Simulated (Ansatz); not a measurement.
Geometry optimisation in Ansatz: input, command and trajectory.

```yaml
crystal:
  lattice:
    - [5.5063397837, 0.0, 0.0]
    - [0.0, 3.6439013274, 0.0]
    - [0.0, 0.0, 5.6220191909]
  atoms:
    - { symbol: K, position: [0.75, 0.0, 0.687] }
    - { symbol: K, position: [0.25, 0.0, 0.313] }
    - { symbol: Hf, position: [0.75, 0.5, 0.188] }
    - { symbol: Hf, position: [0.25, 0.5, 0.812] }
basis:
  ecutwfc: 420
kpoints:
  mp_grid: { grid: [4, 6, 4] }
hamiltonian:
  xc: pbe
scf:
  occupations: { method: gaussian, width: 0.1 }
  lower_state_search: "off"
output:
  forces: true
  stress: true
  eigenvalues: true
relax:
  adjacent_minimum: "off"
  f_tol: 0.04
  max_steps: 70
  cell: { stress_tol: 0.4 }
```

```bash
ansatz run input.yaml --threads 1 --pin off --max-ram 2560MiB --backend cpu --events-out ev --progress --plain --runs-dir out
```

All numbers below come from DFT PBE, scalar-relativistic, plane waves, PAW (Ansatz 0.2.0).

Of 23 frames 10 are shown, positions in Å and forces in eV/Å; the SCF threshold varies from step to step. Steps run on the plane waves of an earlier cell, with a Pulay correction in the pressure. The basis is chosen afresh for the last frame, the zero of the energies, and at times for earlier ones too; energy and pressure step there, also at an unchanged geometry. Here that happened at steps 11 (-35 meV/atom, 1.4 GPa), 19 (-5 meV/atom, 0.2 GPa); the frames before carry an error of that size.

```xyz
4
Lattice="5.5063 0.0000 0.0000 0.0000 3.6439 0.0000 0.0000 0.0000 5.6220" Properties=species:S:1:pos:R:3:forces:R:3 pbc="T T T" step=1 free_energy_over_end_meV_per_atom=692.21 pressure_GPa=4.12
K     4.1298    0.0000    3.8623    0.0000    0.0000    0.2046
K     1.3766    0.0000    1.7597    0.0000    0.0000   -0.2046
Hf    4.1298    1.8220    1.0569    0.0000    0.0000   -1.0585
Hf    1.3766    1.8220    4.5651    0.0000    0.0000    1.0585
4
Lattice="5.6683 0.0000 0.0000 0.0000 3.6429 0.0000 0.0000 0.0000 6.1270" Properties=species:S:1:pos:R:3:forces:R:3 pbc="T T T" step=3 free_energy_over_end_meV_per_atom=409.32 pressure_GPa=1.19
K     4.2512    0.0000    4.0982    0.0000    0.0000   -0.5989
K     1.4171    0.0000    2.0288    0.0000    0.0000    0.5989
Hf    4.2512    1.8215    0.7340    0.0000    0.0000   -0.1883
Hf    1.4171    1.8215    5.3929    0.0000    0.0000    0.1883
4
Lattice="5.4152 0.0000 0.0000 0.0000 3.4516 0.0000 0.0000 0.0000 6.9498" Properties=species:S:1:pos:R:3:forces:R:3 pbc="T T T" step=6 free_energy_over_end_meV_per_atom=165.77 pressure_GPa=-0.06
K     4.0614    0.0000    4.3585    0.0000    0.0000    0.0387
K     1.3538    0.0000    2.5912    0.0000    0.0000   -0.0387
Hf    4.0614    1.7258    0.5271    0.0000    0.0000    0.1124
Hf    1.3538    1.7258    6.4226    0.0000    0.0000   -0.1124
4
Lattice="5.2859 0.0000 0.0000 0.0000 3.1381 0.0000 0.0000 0.0000 7.5109" Properties=species:S:1:pos:R:3:forces:R:3 pbc="T T T" step=8 free_energy_over_end_meV_per_atom=119.75 pressure_GPa=-0.21
K     3.9644    0.0000    4.8094    0.0000    0.0000   -0.0170
K     1.3215    0.0000    2.7015    0.0000    0.0000    0.0170
Hf    3.9644    1.5691    0.6094    0.0000    0.0000   -0.0784
Hf    1.3215    1.5691    6.9015    0.0000    0.0000    0.0784
4
Lattice="5.3799 0.0000 0.0000 0.0000 3.1350 0.0000 0.0000 0.0000 7.3939" Properties=species:S:1:pos:R:3:forces:R:3 pbc="T T T" step=11 free_energy_over_end_meV_per_atom=81.84 pressure_GPa=1.42
K     4.0349    0.0000    4.7043    0.0000    0.0000   -0.0062
K     1.3450    0.0000    2.6896    0.0000    0.0000    0.0062
Hf    4.0349    1.5675    0.5951    0.0000    0.0000   -0.0199
Hf    1.3450    1.5675    6.7989    0.0000    0.0000    0.0199
4
Lattice="5.3703 0.0000 0.0000 0.0000 3.0988 0.0000 0.0000 0.0000 7.9464" Properties=species:S:1:pos:R:3:forces:R:3 pbc="T T T" step=13 free_energy_over_end_meV_per_atom=41.50 pressure_GPa=0.72
K     4.0277    0.0000    5.1402    0.0000    0.0000    0.0038
K     1.3426    0.0000    2.8063    0.0000    0.0000   -0.0038
Hf    4.0277    1.5494    0.5660    0.0000    0.0000    0.0657
Hf    1.3426    1.5494    7.3805    0.0000    0.0000   -0.0657
4
Lattice="5.2073 0.0000 0.0000 0.0000 3.1187 0.0000 0.0000 0.0000 8.7745" Properties=species:S:1:pos:R:3:forces:R:3 pbc="T T T" step=16 free_energy_over_end_meV_per_atom=12.09 pressure_GPa=0.16
K     3.9055    0.0000    5.8605    0.0000    0.0000   -0.0280
K     1.3018    0.0000    2.9140    0.0000    0.0000    0.0280
Hf    3.9055    1.5593    0.5672    0.0000    0.0000   -0.0029
Hf    1.3018    1.5593    8.2073    0.0000    0.0000    0.0029
4
Lattice="5.1748 0.0000 0.0000 0.0000 3.1225 0.0000 0.0000 0.0000 8.9119" Properties=species:S:1:pos:R:3:forces:R:3 pbc="T T T" step=18 free_energy_over_end_meV_per_atom=10.86 pressure_GPa=0.04
K     3.8811    0.0000    5.9675    0.0000    0.0000   -0.0026
K     1.2937    0.0000    2.9445    0.0000    0.0000    0.0026
Hf    3.8811    1.5613    0.5673    0.0000    0.0000   -0.0028
Hf    1.2937    1.5613    8.3447    0.0000    0.0000    0.0028
4
Lattice="5.1422 0.0000 0.0000 0.0000 3.1220 0.0000 0.0000 0.0000 9.2576" Properties=species:S:1:pos:R:3:forces:R:3 pbc="T T T" step=21 free_energy_over_end_meV_per_atom=1.51 pressure_GPa=0.12
K     3.8566    0.0000    6.2593    0.0000    0.0000    0.0077
K     1.2855    0.0000    2.9983    0.0000    0.0000   -0.0077
Hf    3.8566    1.5610    0.5620    0.0000    0.0000    0.0064
Hf    1.2855    1.5610    8.6955    0.0000    0.0000   -0.0064
4
Lattice="5.1206 0.0000 0.0000 0.0000 3.1199 0.0000 0.0000 0.0000 9.5317" Properties=species:S:1:pos:R:3:forces:R:3 pbc="T T T" step=23 free_energy_over_end_meV_per_atom=0.00 pressure_GPa=0.07
K     3.8405    0.0000    6.5048    0.0000    0.0000   -0.0072
K     1.2802    0.0000    3.0269    0.0000    0.0000    0.0072
Hf    3.8405    1.5599    0.5593    0.0000    0.0000    0.0132
Hf    1.2802    1.5599    8.9724    0.0000    0.0000   -0.0132
```

The start puts this composition into another compound's structure type, which needn't suit it. The cell swells from 28.2 to 38.1 Å³ an atom, so the end can be far from any stable crystal. At the end the space group is Pmma (tolerance 0.05 Å).

The run took 5.9 min on 1 thread of Intel(R) Xeon(R) Platinum 8259CL CPU @ 2.50GHz (Skylake/Cascade Lake) (shared host), peak memory 0.53 GiB.

The k mesh is coarse. Spin–orbit coupling is left out, which can shift energies with elements as heavy as these.